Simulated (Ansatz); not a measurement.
Is this LiAg3Cl3 structure a true minimum?

The structure comes from a generated guess, relaxed at this level; another structure or a mixture of phases may lie lower.

Computed with DFT PBE, scalar-relativistic, plane waves, PAW in Ansatz. Cutoff 420 eV; k points 12×12×6 on the computed 7-atom cell (Γ-centred); Gaussian smearing, width 0.10 eV; no spin polarisation.

The cell below (7 atoms, space group Cm (No. 8)) is relaxed within its symmetry.

```yaml
crystal:
  lattice:
    - [7.20624, -1.77502, 0.00000]
    - [7.20624, 1.77502, 0.00000]
    - [-2.87392, 0.00000, 6.14579]
  atoms:
    - { symbol: Li, position: [0.35564, 0.35564, 0.36619] }
    - { symbol: Ag, position: [0.40166, 0.40166, 0.85456] }
    - { symbol: Ag, position: [0.60889, 0.60889, 0.94653] }
    - { symbol: Ag, position: [0.03458, 0.03458, 0.18067] }
    - { symbol: Cl, position: [0.53234, 0.53234, 0.46087] }
    - { symbol: Cl, position: [0.80836, 0.80836, 0.53261] }
    - { symbol: Cl, position: [0.25266, 0.25266, 0.99189] }
```

For the test it was strained at random (σ = 1.5 % a component), the atoms were moved at random (σ = 0.15 Å), and all was relaxed again on a coarse 6×4×6 mesh (in the run’s order of axes) with 0.20 eV smearing, with no symmetry imposed.

An odd number of electrons in the primitive cell allows no gap without spin; a larger cell or a magnetic state could open one.

Problem. Does it come back?

Solution. It returns, within 1 meV/atom of the unmoved cell on that mesh and with the same symmetry when read at 0.1 Å (P1 at 0.01 Å, so small strains and shifts remain). So it is stable against the distortions that fit this cell and that this random move excites. Modes that don't fit the cell aren't tested.
